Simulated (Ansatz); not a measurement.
An Ansatz (a program for electronic structure) input:

Ansatz 0.2 input:
```yaml
crystal:
  lattice:
    - [0.0, 3.7846580894, 3.7846580894]
    - [3.7846580894, 0.0, 3.7846580894]
    - [3.7846580894, 3.7846580894, 0.0]
  atoms:
    - { symbol: Cs, position: [0.0, 0.0, 0.0] }
kpoints:
  mp_grid: { grid: [7, 7, 7] }
  band_path:
    path:
      - [[0.0, 0.0, 0.0], [0.5, 0.0, 0.5], [0.625, 0.25, 0.625]]  # Γ-X-U
      - [[0.375, 0.375, 0.75], [0.0, 0.0, 0.0], [0.5, 0.5, 0.5], [0.5, 0.25, 0.75], [0.5, 0.0, 0.5]]  # K-Γ-L-W-X
    npoints: 12
basis: { xc_grid: 2 }
hamiltonian:
  xc: pbesol
  pseudopotentials: { azcp: { folder: ./paw }, kind: paw_fr }
magnetization: { noncollinear: true, spin_orbit: true }
scf:
  n_extra_bands: 13
  convergence: { dr2_threshold: 0.0000000001 }
  occupations: { method: gaussian, width: 0.05 }
output: { eigenvalues: true }
```

How many symmetry operations and irreducible k-points will the run report?

48 operations, 20 of 343 k-points.

With a cutoff of 420 eV, how many plane waves at Γ?

2085.

It took very roughly 30 core-seconds on shared server cores.

Space group Fm-3m (fcc (Cu type)). The first step of the workflow began from a Materials Project structure, measured or hypothetical; the Crystallography Open Database files this formula in space group No. 225, but the cells were not matched. It is not the phase usual at ambient conditions (space group No. 229). The PBEsol relaxation kept the symmetry of its start; whether a distortion lowers the energy is not shown.

Potentials: the earlier of the program's two PAW sets.

Ansatz is a plane-wave DFT program.
